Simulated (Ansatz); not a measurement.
This Fe3CoGe4 structure is the end of a relaxation. The cell was found from a structure generator's guess, not taken from experiment.

Level of theory: DFT PBE, scalar-relativistic, plane waves, PAW (Ansatz). Cutoff 420 eV, Γ-centred mesh, Gaussian smearing, collinear spin.

```cif
data_structure
_symmetry_space_group_name_H-M 'P 1'
_symmetry_Int_Tables_number 1
_cell_length_a 4.6589
_cell_length_b 4.6589
_cell_length_c 4.6589
_cell_angle_alpha 89.988
_cell_angle_beta 89.988
_cell_angle_gamma 89.988
_cell_volume 101.13
loop_
_atom_site_label
_atom_site_type_symbol
_atom_site_fract_x
_atom_site_fract_y
_atom_site_fract_z
_atom_site_occupancy
Fe1 Fe 0.13248 0.86643 0.63506 1
Fe2 Fe 0.86643 0.63506 0.13248 1
Fe3 Fe 0.63506 0.13248 0.86643 1
Co1 Co 0.36532 0.36532 0.36532 1
Ge1 Ge 0.83957 0.16182 0.34125 1
Ge2 Ge 0.16182 0.34125 0.83957 1
Ge3 Ge 0.65807 0.65807 0.65807 1
Ge4 Ge 0.34125 0.83957 0.16182 1
```

Formation energies are uncorrected and refer to the elements' standard structures at the same level.

Question: Find its symmetry and describe it.

Answer: R3 (No. 146). Conventional cell: a = 6.588 Å, c = 8.071 Å. Around Fe lie 4 Ge at 2.37–2.42 Å, 3 Ge at 2.63–2.64 Å, 4 Fe at 2.84–2.86 Å and 2 Co at 2.86 Å; Co is surrounded by 4 Ge at 2.36–2.41 Å, 3 Ge at 2.63 Å and 6 Fe at 2.86 Å; Ge on a site of symmetry 1 is surrounded by 3 Fe at 2.37–2.41 Å, 1 Co at 2.41 Å, 2 Fe at 2.63–2.64 Å, 1 Co at 2.63 Å and 6 Ge at 2.87–2.90 Å; Ge on a site of symmetry 3 is surrounded by 1 Co at 2.36 Å, 3 Fe at 2.42 Å, 3 Fe at 2.64 Å and 6 Ge at 2.87–2.90 Å.

Question: How far does it lie from the elements in energy?

Answer: −0.12 eV/atom. It lies below the elements, which doesn't yet make it stable against other compounds or structures.

Question: Is it a metal?

Answer: Yes, bands cross the Fermi level on the 12×12×12 mesh.

Question: Which magnetic moments does it keep?

Answer: 0.40 μB per atom net, the space between the atoms included; by site: Fe 1.1 (×3); Co 0.2 μB.

The last run used collinear spin, a 12×12×12 mesh for its 8-atom cell and Gaussian smearing of 0.10 eV. Another magnetic order may lie lower. Symmetry constrained the relaxation, so the result can be a saddle point.
